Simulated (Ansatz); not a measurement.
input.yaml (Ansatz 0.2.0):

```yaml
crystal:
  lattice:
    - [0.0, 1.9298298557, 1.9298298557]
    - [1.9298298557, 0.0, 1.9298298557]
    - [1.9298298557, 1.9298298557, 0.0]
  atoms:
    - { symbol: Rh, position: [0.0, 0.0, 0.0] }
basis:
  ecutwfc: 420
  ecutrho_ratio: 4
kpoints:
  mp_grid: { grid: [8, 8, 8] }
hamiltonian:
  xc: pbe
scf:
  occupations: { method: gaussian, width: 0.05 }
output:
  forces: true
  stress: true
  eigenvalues: true
```

What the program printed, in part:

```
Pseudopotentials: kind: paw
Pseudopotential: Rh, paw, valence charge 17, recommended cutoff 420 eV (normal), Rh.paw.azcp
Crystal: 1 atoms, lattice volume = 14.374 Å³
Basis set: ecut = 420 eV, 283 PW (Γ), exchange–correlation on 40×40×40 points (8 copies of the dense FFT grid, shifted against one another)
Bands: 13, of which v1, the nominal top of the filled ones, is band 9 counted from 1 (8 counted from 0)
Symmetry: 48 space group operations
Space group: Fm-3m (ITA 225), of the structure as read, at distance tolerance 2.4e-5 Å
k-points: 29 of 512
Initial density: superposition of atomic densities (neutral atoms: chi_scale 0, normalization atom), corrected by the library's trained network
Initial wavefunctions: pseudopotential atomic-orbital guess
Functional: x = pbe(κ = 0.804, μ = 0.21951), c = pbe(β = 0.06672)
```

SCF trace (energy estimate counted from the last row):
| iteration | ΔE (eV) | density residual (eV) |
| --- | --- | --- |
| 1 | -3.4e-04 | 2.39e-3 |
| 2 | -5.7e-05 | 4.11e-4 |
| 3 | -2.0e-06 | 7.86e-5 |
| 4 | 1.0e-06 | 4.04e-7 |
| 5 | 0.000 | 2.01e-8 |
| 6 | 0.000 | 2.15e-9 |

```
SCF 1 converged in 6 iterations: F = -6402.854979 eV  dr2 = 2.15e-9
SCF converged after 6 iterations
Free energy (F): -6402.854979 eV
E sigma→0 (E₀):  -6402.854073 eV
Entropy (-TS):   -0.001811 eV (-1.811 meV/atom)
Fermi energy:    21.169695 eV
--- Forces (eV/Å), atoms counted from 1 ---
  atom   1  Rh     0.00000000     0.00000000     0.00000000
--- Stress (GPa, compression-positive) ---
       -4.949656       0.000000       0.000000
        0.000000      -4.949656       0.000000
        0.000000       0.000000      -4.949656
  P = ⅓ Tr σ = -4.9497 GPa (-49.497 kbar)
```

In short (PBE): pressure -4.9 GPa, gap on the mesh zero (metallic).

The k-mesh is coarse, so small energy differences aren't converged.
